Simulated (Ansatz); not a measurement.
OsN2:
```
OsN2
1.0
    2.78754     0.00000     0.00000
   -1.39377     2.41408     0.00000
    0.00000     0.00000     4.91715
Os N
1 2
Direct
  0.00000   0.00000   0.00000
  0.00000   0.00000   0.38348
  0.00000   0.00000   0.61652
```

This is the PBEsol-relaxed structure. Tensor components refer to the Cartesian frame of this cell.

Q: All from PBEsol (plane waves, PAW; program Ansatz), unless another level is named. Estimate the Hill bulk and shear moduli.

A: 233 and 126 GPa.

Q: Give the elastic constants (relaxed ions, GPa).

A: C11 = 315, C12 = 106, C13 = 19.0, C33 = 1570, C44 = 45.8.

Q: Give the highest zone-centre frequency.

A: 2070 cm^-1.

Space group P6/mmm. The first step of the workflow began from a Materials Project structure, measured or hypothetical; the Crystallography Open Database copy checked does not list it. Its standing as an ambient phase is unchecked. The PBEsol relaxation kept the symmetry of its start; its stability against distortions is not shown here. The run is not spin-polarised. Its formation energy is positive at this level, so the cell may be metastable or incomplete. As this level gives no gap, shear constants depend on the k-mesh and smearing (Fermi–Dirac, 0.1 eV here). As this level gives no gap, phonon frequencies hold no LO–TO term and depend on the k-mesh and smearing (Fermi–Dirac, 0.1 eV here). Spin–orbit coupling is left out wherever it is not named.

Potentials: the later of the program's two PAW sets.
